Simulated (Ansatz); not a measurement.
Ge$_{2}$Sb$_{2}$Te$_{5}$:
```yaml
crystal:
  lattice:
    - [4.19783, 0.00000, 0.00000]
    - [-2.09891, 3.63542, 0.00000]
    - [0.00000, 0.00000, 16.64584]
  atoms:
    - { symbol: Ge, position: [0.33333, 0.66667, 0.89923] }
    - { symbol: Ge, position: [0.66667, 0.33333, 0.10077] }
    - { symbol: Sb, position: [0.00000, 0.00000, 0.68131] }
    - { symbol: Sb, position: [0.00000, 0.00000, 0.31869] }
    - { symbol: Te, position: [0.00000, 0.00000, 0.00000] }
    - { symbol: Te, position: [0.66667, 0.33333, 0.80070] }
    - { symbol: Te, position: [0.33333, 0.66667, 0.19930] }
    - { symbol: Te, position: [0.33333, 0.66667, 0.57820] }
    - { symbol: Te, position: [0.66667, 0.33333, 0.42180] }
```

Relaxed with LDA. Special points in fractions of this cell's reciprocal vectors: Γ (0.000, 0.000, 0.000); M (0.500, 0.000, 0.000); K (0.333, 0.333, 0.000); A (0.000, 0.000, 0.500); L (0.500, 0.000, 0.500); H (0.333, 0.333, 0.500).

### Question
List the band energies nearest the Fermi level at these points for plane-wave PAW LDA (Ansatz code).

### Answer
In eV from the Fermi level; about four levels below and three above (degenerate sets whole), none deeper than 8.9 eV; points with the same levels are listed once.

```
k                          below                above
-  -----------------------------  -------------------
Γ  -1.48 -1.48 -1.20 -0.92 -0.01       0.03 0.03 0.15
M        -1.88 -1.83 -1.48 -0.93       0.20 0.88 0.88
K        -2.68 -0.87 -0.87 -0.77       0.50 0.50 0.75
A  -1.62 -1.62 -1.49 -0.78 -0.22  0.29 0.29 0.40 0.40
L        -2.36 -2.11 -1.50 -0.64       0.16 0.31 1.48
H        -1.93 -1.59 -1.59 -1.54       1.49 1.49 1.64
```

Space group P-3m1. Symmetry was held in the LDA relaxation; of distortions, only those at the zone centre were tested. A crystal of weakly bound layers computed without a dispersion correction: the cell and the soft elastic constants depend strongly on that. The Fermi level of a semimetal is unsure by some 0.05 eV on such meshes. Scalar-relativistic: spin–orbit coupling is off unless named, which matters more the heavier the elements.

Potentials: the later of the program's two PAW sets.
